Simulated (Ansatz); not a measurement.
Ge:
```xyz
4
Lattice="3.9976 0.0000 0.0000 -1.9988 3.4620 0.0000 0.0000 0.0000 6.5941" Properties=species:S:1:pos:R:3 pbc="T T T"
Ge     1.9988     1.1540     0.4144
Ge     0.0000     2.3080     6.1796
Ge     0.0000     2.3080     3.7115
Ge     1.9988     1.1540     2.8826
```

Relaxed with PBEsol. Special points in fractions of this cell's reciprocal vectors: Γ (0.000, 0.000, 0.000); M (0.500, 0.000, 0.000); K (0.333, 0.333, 0.000); A (0.000, 0.000, 0.500); L (0.500, 0.000, 0.500); H (0.333, 0.333, 0.500).

Question: List the band energies nearest the Fermi level at these points for PBEsol in the plane-wave PAW code Ansatz.

Answer: In eV from the Fermi level; about four levels below and three above (degenerate sets whole), none deeper than 8.9 eV; points with the same levels are listed once.

```json
[
 {"k": "Γ", "below": "-1.47 -1.47 -0.14 -0.14 -0.03", "above": "0.13 0.13 2.25 2.25"},
 {"k": "M", "below": "-4.60 -3.07 -2.83 -1.43", "above": "0.47 1.62 3.50"},
 {"k": "K", "below": "-5.00 -3.48 -3.48 -3.20", "above": "1.40 4.57 4.57"},
 {"k": "A", "below": "-0.85 -0.85 -0.85 -0.85", "above": "0.64 0.64 3.35 3.35 3.35 3.35"},
 {"k": "L", "below": "-2.54 -2.54 -2.41 -2.41", "above": "0.48 0.48 2.06 2.06"},
 {"k": "H", "below": "-4.30 -4.30 -2.01 -2.01", "above": "1.21 1.21 4.06 4.06"}
]
```

Space group P6_3/mmc. The first step of the workflow began from a Materials Project structure, measured or hypothetical; the Crystallography Open Database copy checked does not list it. It is not the phase usual at ambient conditions (space group No. 227). The cell was relaxed with PBEsol under the symmetry of its start; its stability against distortions is not shown here. The Fermi level of a semimetal is unsure by some 0.05 eV on such meshes. Scalar-relativistic: spin–orbit coupling is off unless named, which matters more the heavier the elements.

Potentials: the earlier of the program's two PAW sets. The files were generated under PBE; for other functionals the program regenerates the frozen cores, and for LDA and PBEsol the local potential too.
